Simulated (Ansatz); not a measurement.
Here is the system:

Tl:
```yaml
crystal:
  lattice:
    - [3.52213, 0.00000, 0.00000]
    - [-1.76107, 3.05025, 0.00000]
    - [0.00000, 0.00000, 5.59747]
  atoms:
    - { symbol: Tl, position: [0.33333, 0.66667, 0.75000] }
    - { symbol: Tl, position: [0.66667, 0.33333, 0.25000] }
```

This is the r²SCAN-relaxed structure.

Problem. All from r²SCAN (plane waves, PAW; program Ansatz), unless another level is named. Give the density of states at the Fermi level.

Solution. 0.39 states/eV per atom (mean over ±0.08 eV).

Problem. What about the gap with spin–orbit coupling?

Solution. none (metallic).

Space group P6_3/mmc (hcp (Mg type)). The r²SCAN relaxation kept the symmetry of its start; of distortions, only those at the zone centre were tested. Spin–orbit coupling is left out wherever it is not named.

Potentials: the later of the program's two PAW sets.
